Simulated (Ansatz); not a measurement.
A 12-atom cell of Zr3SnO8 built on the rutile structure (relaxed group Cmmm) was relaxed with 3 functionals in the plane-wave code Ansatz, cell and atoms free, the symmetry of the start kept (meshes: PBE 4×4×4, r2SCAN 6×6×4, PBEsol 6×6×4). Note: simulated data, non-magnetic, for a generated structure that need not be the stable one.

The PBE result:
```cif
data_structure
_symmetry_space_group_name_H-M 'Cmmm'
_symmetry_Int_Tables_number 65
_cell_length_a 6.8906
_cell_length_b 6.9338
_cell_length_c 6.5180
_cell_angle_alpha 90.000
_cell_angle_beta 90.000
_cell_angle_gamma 90.000
_cell_volume 311.42
loop_
_atom_site_label
_atom_site_type_symbol
_atom_site_symmetry_multiplicity
_atom_site_Wyckoff_symbol
_atom_site_fract_x
_atom_site_fract_y
_atom_site_fract_z
_atom_site_occupancy
Zr1 Zr 2 b 0.50000 0.00000 0.00000 1
Zr2 Zr 4 k 0.00000 0.00000 0.74935 1
O1 O 4 g 0.19366 0.00000 0.00000 1
O2 O 8 n 0.50000 0.80574 0.74812 1
Sn1 Sn 2 c 0.50000 0.00000 0.50000 1
O3 O 4 h 0.19576 0.00000 0.50000 1
```

The symmetry is Cmmm (No. 65, orthorhombic); a = 6.891 Å, b = 6.934 Å, c = 6.518 Å in the conventional setting, 12.98 Å³ an atom. Around Zr lie 6 O at 2.11–2.12 Å; around O lie 3 Zr at 2.11 Å; around O lie 1 Sn at 2.10 Å and 2 Zr at 2.12 Å; around Sn lie 6 O at 2.10 Å; around O lie 1 Sn at 2.10 Å and 2 Zr at 2.11 Å.

Question: How does the cell change with PBEsol?

Answer: a = 6.818 Å, b = 6.862 Å, c = 6.468 Å; the volume differs by -2.8 % from PBE's. Zr has 6 O at 2.09–2.11 Å; Zr has 6 O at 2.09–2.10 Å; O has 3 Zr at 2.09 Å (further sites aren't listed).

Question: What lattice does r2SCAN give?

Answer: a = 6.831 Å, b = 6.872 Å, c = 6.489 Å; the volume differs by -2.2 % from PBE's. Zr is surrounded by 6 O at 2.09–2.12 Å; Zr is surrounded by 6 O at 2.10 Å; O is surrounded by 3 Zr at 2.09–2.10 Å (further sites aren't listed).

Question: Held at the r2SCAN cell, what mean stress does PBE find, and does its sign point to its own minimum?

Answer: Yes. PBE +4.25 GPa, and its relaxed volume is +2.2 % from r2SCAN's. Compression counts positive, so a positive stress asks for a larger cell.
